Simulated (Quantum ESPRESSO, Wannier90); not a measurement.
**Tight-binding from DFT: TaC (rock salt)**

```
CELL_PARAMETERS angstrom
      0.00000     2.23390     2.23390
      2.23390     0.00000     2.23390
      2.23390     2.23390     0.00000
ATOMIC_POSITIONS crystal
  Ta 0.00000 0.00000 0.00000
  C  0.50000 0.50000 0.50000
```

Structure: Materials Project mp-1086, symmetrised, not relaxed again. COD (Crystallography Open Database) has an entry of this formula and space group (matched by these alone). Computed values, not measurements, from PBEsol: Quantum ESPRESSO (norm-conserving PseudoDojo potentials, cutoff 66 Ry, no spin polarisation, no spin-orbit coupling) on a Γ-centred 12×12×12 mesh, then Wannier90. Density: 12×12×12 mesh, cold smearing 0.01 Ry. Spin-orbit coupling is left out although heavy elements are present.

Base run: 13 functions from bands 5-26 of the 26 computed, start hydrogen-like Ta: s;p;d; C: s;p, frozen window up to 1.50 eV relative to the Fermi level, outer window open. One setting was then changed (edges relative to the Fermi level; misfit to pw.x on a path, for states up to 1.0 eV relative to the Fermi level).

| run | Ω_I (Å²) | rms misfit (meV) | worst (meV) |
|---|---|---|---|
| base | 11.16 | 1.8 | 14 |
| changed | 11.33 | 0.8 | 6.0 |

Task: Which change was made?
(A) frozen window to 3.50 eV
(B) outer window to 28.83 eV
(C) frozen window to 1.00 eV
(D) only the lowest 17 of the kept bands
(E) no frozen window

Result: A, frozen window to 3.50 eV. The others give:

| run | Ω_I (Å²) | rms misfit (meV) | worst (meV) |
|---|---|---|---|
| frozen window to 1.00 eV | 11.12 | 9.0 | 145 |
| no frozen window | 10.50 | 806 | 2485 |
| outer window to 28.83 eV | 13.50 | 0.9 | 4.0 |
| only the lowest 17 of the kept bands | 13.73 | 0.6 | 4.4 |
